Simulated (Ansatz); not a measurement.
Mg (simple hexagonal, P6/mmm) under volume change, DFT-LDA in the program Ansatz with PAW potentials, shape and atoms relaxed at each volume.

```tsv
V (Å³/atom)	E − E(relaxed) (meV/atom)	P (GPa)
21.941	19.8	3.24
22.665	8.1	1.97
23.388	1.8	0.87
24.111	0.0	-0.08
24.835	2.2	-0.88
25.558	7.8	-1.58
26.281	16.3	-2.17
```

**Question.** What does a third-order Birch–Murnaghan fit give for V₀, B₀ and B′?

**Answer.** V₀ = 24.05 Å³/atom, B₀ = 29.3 GPa, B′ = 4.1.

The workflow started from a Materials Project entry (that database holds measured and hypothetical structures alike); the Crystallography Open Database copy checked does not list it. It is not the phase usual at ambient conditions (space group No. 194). The LDA relaxation kept the symmetry of its start. At this level the phase is mechanically unstable.

Potentials: the later of the program's two PAW sets.
